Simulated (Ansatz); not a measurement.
Total density of states per atom from LDA in the plane-wave PAW code Ansatz, in 0.25 eV bins, energy from the Fermi level:

```
E (eV) | states/eV/atom
    -6.70 |  0.00
    -6.45 |  0.01
    -6.20 |  0.04
    -5.95 | # 0.06
    -5.70 | # 0.07
    -5.45 | # 0.09
    -5.20 | # 0.12
    -4.95 | ## 0.25
    -4.70 | ####### 0.78
    -4.45 | ############## 1.49
    -4.20 | #################### 2.11
    -3.95 | ######################## 2.58
    -3.70 | ################### 2.00
    -3.45 | ############# 1.42
    -3.20 | ################### 2.03
    -2.95 | ############ 1.30
    -2.70 | ################ 1.70
    -2.45 | ################# 1.78
    -2.20 | ############################## 3.23
    -1.95 | ##################### 2.30
    -1.70 | ####################### 2.46
    -1.45 | ################# 1.84
    -1.20 | ############ 1.29
    -0.95 | ######### 0.92
    -0.70 | ######## 0.85
    -0.45 | ############ 1.25
    -0.20 | ######## 0.88
     0.05 | #### 0.41
     0.30 | ## 0.22
     0.55 | # 0.15
     0.80 | # 0.10
     1.05 | # 0.07
     1.30 | # 0.06
     1.55 |  0.04
     1.80 |  0.03
     2.05 | ## 0.21
     2.30 | ################ 1.71
     2.55 | ########### 1.22
     2.80 | ########## 1.12
     3.05 | ############# 1.41
     3.30 | ####### 0.76
     3.55 | #### 0.39
     3.80 | ### 0.28
     4.05 | ## 0.22
     4.30 | ## 0.19
     4.55 | ### 0.30
     4.80 | ##### 0.51
```

Which compound is it?
A) YPd3, Cu3Au type
B) InGaP2, R3m (In on 3a, Ga on 3a, P on 3a, P on 3a)
C) SnO, R3m (Sn on 3a, O on 3a)
D) AlCo, CsCl type

A, YPd3, Cu3Au type. Within 0.5 eV of the Fermi level: Pd 4d 65 %, Y 4d 17 %, Y 5s 10 %, outside the projected shells 7 %. Projections are on Löwdin-orthogonalised atomic valence shells; empty p or d shells of many metals are not among them.

Space group Pm-3m (Cu3Au type). The first step of the workflow began from a Materials Project structure, measured or hypothetical; the Crystallography Open Database files this formula in space group No. 221, but the cells were not matched. Its standing as an ambient phase is unchecked. Symmetry was held in the LDA relaxation; of distortions, only those at the zone centre were tested. No spin polarisation was allowed. Spin–orbit coupling is left out wherever it is not named.

Potentials: the later of the program's two PAW sets.
